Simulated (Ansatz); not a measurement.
C, lonsdaleite at its r2SCAN geometry, run in Ansatz 0.2.0 at 3 levels of theory. No spin polarisation and no zero-point or thermal motion.

The LDA input:
```yaml
crystal:
  lattice:
    - [2.5031953547, 0.0, 0.0]
    - [-1.2515976774, 2.1678307678, 0.0]
    - [0.0, 0.0, 4.1688692743]
  atoms:
    - { symbol: C, position: [0.3333333333, 0.6666666667, 0.0002313159] }
    - { symbol: C, position: [0.6666666667, 0.3333333333, 0.5002313159] }
    - { symbol: C, position: [0.3333333333, 0.6666666667, 0.3747686841] }
    - { symbol: C, position: [0.6666666667, 0.3333333333, 0.8747686841] }
kpoints:
  mp_grid: { grid: [12, 12, 6] }
  band_path:
    path:
      - [0.0, 0.0, 0.0]
      - [0.5, 0.0, 0.0]
      - [0.3333333333, 0.3333333333, 0.0]
      - [0.0, 0.0, 0.5]
      - [0.5, 0.0, 0.5]
      - [0.3333333333, 0.3333333333, 0.5]
    npoints: 1
hamiltonian:
  xc: lda
scf:
  occupations: { method: fixed }
  n_extra_bands: 5
output:
  forces: true
  stress: true
  eigenvalues: true
```

Main results, then, where recorded, the levels near the gap in eV from the Fermi energy (columns number the bands from 0), one row a point of the path (Γ, M, K, A, L, H):
```
Crystal: 4 atoms, lattice volume = 22.622 Å³
Symmetry: 24 space group operations
Space group: P63/mmc (ITA 194)
```
```
Basis set: ecut = 420 eV, 427 PW (Γ)
Bands: 13, of which v1, the nominal top of the filled ones, is band 8 counted from 1 (7 counted from 0)
k-points: 76 of 864
Free energy (F): -971.852158 eV
Fermi energy:    13.399659 eV
--- Forces (eV/Å), atoms counted from 1 ---
  atom   1  C       0.00000      0.00000      0.00109
  atom   2  C       0.00000      0.00000      0.00109
  atom   3  C       0.00000      0.00000    -0.00109
  atom   4  C       0.00000      0.00000    -0.00109
--- Stress (GPa, compression-positive) ---
      -10.674155       0.000000       0.000000
        0.000000     -10.674155       0.000000
        0.000000       0.000000     -10.652130
  P = ⅓ Tr σ = -10.6668 GPa (-106.668 kbar)
```
```tsv
band_4	band_5	band_6	band_7	band_8	band_9	band_10
-3.079	-0.481	0.000	0.000	4.940	4.940	5.284
-9.263	-6.474	-5.990	-3.144	4.477	7.910	8.249
-9.543	-7.227	-7.227	-7.061	3.121	11.646	11.646
-1.847	-1.847	-1.847	-1.847	7.209	7.209	7.209
-5.108	-5.108	-4.811	-4.811	5.864	5.864	6.514
-9.601	-9.601	-4.304	-4.304	7.480	7.480	8.884
```

The LDA gap is indirect, 3.12 eV (Γ to K), below the direct gap of 4.94 eV at Γ.

HSE06. Against the first input these blocks differ (the band path and keys that only write files left aside):
```yaml
kpoints:
  mp_grid: { grid: [9, 9, 4] }
hamiltonian:
  xc: hse06
```

```
Basis set: ecut = 420 eV, 427 PW (Γ)
Bands: 13, of which v1, the nominal top of the filled ones, is band 8 counted from 1 (7 counted from 0)
k-points: 36 of 324
Exchange kernel: α = 0.2500, screened, ω = 0.2079 Å⁻¹, Wigner–Seitz truncation, v(0) = 1043.6128 eV·Å³, q-mesh 9×9×4
hybrid outer 1: dexx = +4.181e-3 eV, tail = 2.02e-5 eV
hybrid outer 2: dexx = +3.334e-7 eV, tail = 8.69e-9 eV, Δε = 2.61e-3 eV, ΔF = 4.02e-4 eV/Å
Free energy (F): -1003.423953 eV
Fermi energy:    13.051715 eV
--- Forces (eV/Å), atoms counted from 1 ---
  atom   1  C       0.00000      0.00000    -0.00767
  atom   2  C       0.00000      0.00000    -0.00767
  atom   3  C       0.00000      0.00000      0.00767
  atom   4  C       0.00000      0.00000      0.00767
--- Stress (GPa, compression-positive) ---
       -5.375427       0.000000       0.000000
        0.000000      -5.375427       0.000000
        0.000000       0.000000      -6.492070
  P = ⅓ Tr σ = -5.7476 GPa (-57.476 kbar)
```
```tsv
band_4	band_5	band_6	band_7	band_8	band_9	band_10
-3.359	-0.481	0.000	0.000	6.340	6.340	6.719
-10.108	-7.057	-6.414	-3.445	5.667	9.432	9.886
-10.766	-7.838	-7.838	-7.657	4.377	13.654	13.654
-2.007	-2.007	-2.007	-2.007	8.779	8.779	8.779
-5.571	-5.571	-5.265	-5.265	7.174	7.174	7.827
-10.355	-10.355	-4.695	-4.695	8.850	8.850	10.519
```

With HSE06 the valence top lies at Γ and the conduction bottom at K, 4.38 eV higher; the smallest vertical gap, at Γ, is 6.34 eV. The mean pressure is -5.7 GPa (compression positive), so HSE06 would shrink the cell's volume. (The program warns that its thresholds are loose for a hybrid's stress.)

DDH-PBE0. Against the first input these blocks differ (the band path and keys that only write files left aside):
```yaml
crystal:
  host: atoms
kpoints:
  mp_grid: { grid: [9, 9, 4] }
hamiltonian:
  xc:
    exchange: pbe
    correlation: pbe
    exx: { coeff: inverse_dielectric }
```

```
ε∞ on k-mesh 6×6×4 of a primitive cell: xx 5.6325, yy 5.6325, zz 5.9738; 3/Tr ε∞, of that cell with its empty space = 0.17402653972168566
Basis set: ecut = 420 eV, 427 PW (Γ)
Bands: 13, of which v1, the nominal top of the filled ones, is band 8 counted from 1 (7 counted from 0)
k-points: 36 of 324
hybrid outer 1: dexx = +1.882e-3 eV, tail = 6.35e-6 eV
hybrid outer 2: dexx = +9.027e-8 eV, tail = 6.05e-9 eV, Δε = 1.65e-3 eV, ΔF = 2.61e-4 eV/Å
Free energy (F): -1003.478432 eV
Fermi energy:    12.977258 eV
--- Forces (eV/Å), atoms counted from 1 ---
  atom   1  C       0.00000      0.00000     0.00000
  atom   2  C       0.00000      0.00000     0.00000
  atom   3  C       0.00000      0.00000      0.00000
  atom   4  C       0.00000      0.00000      0.00000
--- Stress (GPa, compression-positive) ---
       -2.517125       0.000000       0.000000
        0.000000      -2.517125       0.000000
        0.000000       0.000000      -3.576066
  P = ⅓ Tr σ = -2.8701 GPa (-28.701 kbar)
```
```tsv
band_4	band_5	band_6	band_7	band_8	band_9	band_10
-3.285	-0.472	0.000	0.000	6.444	6.444	6.808
-9.892	-6.902	-6.304	-3.371	5.843	9.567	9.945
-10.485	-7.681	-7.681	-7.498	4.576	13.596	13.596
-1.968	-1.968	-1.968	-1.968	8.846	8.846	8.846
-5.452	-5.452	-5.153	-5.153	7.320	7.320	7.959
-10.149	-10.149	-4.597	-4.597	8.953	8.953	10.620
```

With DDH-PBE0 the valence top lies at Γ and the conduction bottom at K, 4.58 eV higher; the smallest vertical gap, at Γ, is 6.44 eV. With the atoms held, the mean pressure is -2.9 GPa (compression positive). The stress of a hybrid is loosely converged here.

Small level splittings and stresses of the hybrids carry the error of their coarser meshes.

Totals of different functionals can't be compared.

The meshes of the hybrids are coarse, so their gaps aren't converged to the digits shown.
